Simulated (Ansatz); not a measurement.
AlN (zinc blende, F-43m), a = 4.377 Å, b = 4.377 Å, c = 4.377 Å, α = 90.00°, β = 90.00°, γ = 90.00°; the cell used has 2 atoms.

Relaxed with PBEsol.

Task: Decompose the optical modes at the zone centre into irreducible representations, and say which are infrared and Raman allowed.

Result: Point group -43m: Γ_opt = T2. Infrared: T2. Raman: T2.

Task: Assign frequencies (DFPT, DFT-PBEsol in the program Ansatz with PAW potentials; without the LO–TO term).

Result: T2 649 cm⁻¹.

Symmetry was held in the PBEsol relaxation.

Potentials: the earlier of the program's two PAW sets. The files were generated under PBE; for other functionals the program regenerates the frozen cores, and for LDA and PBEsol the local potential too.
